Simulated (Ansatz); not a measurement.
Here is an unrelaxed guess for CaOsC₂.

```cif
data_structure
_symmetry_space_group_name_H-M 'P 1'
_symmetry_Int_Tables_number 1
_cell_length_a 3.6125
_cell_length_b 3.6125
_cell_length_c 6.0424
_cell_angle_alpha 90.000
_cell_angle_beta 90.000
_cell_angle_gamma 120.000
_cell_volume 68.29
loop_
_atom_site_label
_atom_site_type_symbol
_atom_site_fract_x
_atom_site_fract_y
_atom_site_fract_z
_atom_site_occupancy
Ca1 Ca 0.00000 0.00000 0.00000 1
Os1 Os 0.33333 0.66667 0.50000 1
C1 C 0.00000 0.00000 0.40935 1
C2 C 0.00000 0.00000 0.59065 1
```

Theory: DFT PBE, scalar-relativistic, plane waves, PAW (Ansatz). Cutoff 420 eV; k points 6×6×4 on the computed 4-atom cell (Γ-centred); Gaussian smearing, width 0.10 eV; no spin polarisation.

Energies over the elements count from the elements' standard structures at the same level, with no fitted energy shifts.

Task: Estimate its pressure, forces and energy as it stands.

Result: The pressure is 18.9 GPa (the mean over three directions, positive in compression), the largest force is 27.68 eV/Å, and the energy is +1.63 eV/atom against the elements. The shortest distance is 1.10 Å, so close that the PAW spheres overlap strongly and these values are rough.

Task: How much does it gain on relaxing, and where does it end?

Result: Relaxing gains about 0.81 eV/atom (the start's value is from the coarse mesh, so the gain is rough) in 13 ionic steps and ends at +0.81 eV/atom on the finer mesh. The symmetry stays P-6m2 (No. 187). The volume per atom shrinks by 7.9 %, from 17.1 to 15.7 Å³. The shortest distance goes from 1.10 Å (C–C) to 1.43 Å (C–C). Conventional cell: a = 3.459 Å, c = 6.073 Å. Ca has 2 C at 2.32 Å; Os has 6 C at 2.12 Å; around C lie 1 C at 1.43 Å, 3 Os at 2.12 Å and 1 Ca at 2.32 Å.

The last run used a 15×15×8 mesh (in the run's order of axes) for its 4-atom cell and Gaussian smearing of 0.10 eV. Spin–orbit coupling, which can matter for Os, is left out. The reference form of C is held partly by dispersion forces, which this level lacks. The relaxation can't lower the symmetry of the start. Symmetry constrained the relaxation, so the result can be a saddle point.
